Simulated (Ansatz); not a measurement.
The relaxed structure here is a generated cell of CsPbBr3: the first start was made by a random draw of sites in a space group, and the end was not matched to a known phase here, so it may be hypothetical. Known forms of CsPbBr3 include space group No. 62, 221.

A structure of CsPbBr$_{3}$ relaxed with PBEsol (plane waves to 420 eV, PAW, scalar-relativistic; Ansatz, a program for electronic structure); single points at other levels follow on the same geometry (Ansatz, PAW; HSE06 at 420 eV on a 4×4×4 k-mesh; no spin-orbit coupling). Space group P4/mmm (No. 123).

```yaml
crystal:
  lattice:
    - [7.08127, 0.00000, 0.00000]
    - [0.00000, 7.08127, 0.00000]
    - [0.00000, 0.00000, 5.45305]
  atoms:
    - { symbol: Br, position: [0.00000, 0.50000, 0.50000] }
    - { symbol: Br, position: [0.50000, 0.00000, 0.50000] }
    - { symbol: Br, position: [0.00000, 0.00000, 0.50000] }
    - { symbol: Cs, position: [0.50000, 0.50000, 0.50000] }
    - { symbol: Pb, position: [0.00000, 0.00000, 0.00000] }
```

| level | gap (eV) | kind | conduction minimum |
|---|---|---|---|
| PBEsol | 0.21 | direct | Z |
| HSE06 | [?] | – | [?] |

Problem. What belongs in the gaps?

Solution. 
- HSE06, gap (eV): 1.02
- HSE06, conduction minimum: Z

HSE06 gaps come from a coarse mesh plus a few chosen points, so they may be too large. No spin polarisation in the result.

The run could not lose the symmetry of its start: the end is stationary, and may be a saddle point rather than a minimum.
